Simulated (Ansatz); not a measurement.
Values for one crystal, relaxed and computed with DFT-PBEsol in the program Ansatz with PAW potentials; other levels are named.

| Property | Value |
|---|---|
| Volume per atom | 18.31 Å³ |
| Band gap | 1.18 eV (indirect) |
| Dynamical stability on the path | stable (no imaginary branch) |
| Vibrational entropy at 300 K | 29.9 J/(K·mol of atoms) |
| Debye temperature from the elastic constants | 298 K |
| Hole effective mass with spin–orbit coupling | 0.48, 5.7, 5.7 mₑ (principal values) |
| Poisson's ratio | 0.28 |

Task: Which of these materials gives this?
A) BaC2, R-3m (Ba on 3a, C on 6c)
B) SrCeN2, R-3m (N on 6c, Ce on 3b, Sr on 3a)
C) Ag3P11, Cm (Pearson symbol mS28)
D) CdS, zinc blende

Result: A, BaC2, R-3m (Ba on 3a, C on 6c)

The workflow started from a Materials Project entry (that database holds measured and hypothetical structures alike); the Crystallography Open Database copy checked does not list it. Whether it is the stable phase at ambient conditions was not checked. The cell was relaxed with PBEsol under the symmetry of its start. Its formation energy is positive at this level, so the cell may be metastable or incomplete. Spin–orbit coupling is left out wherever it is not named.

Potentials: the later of the program's two PAW sets.
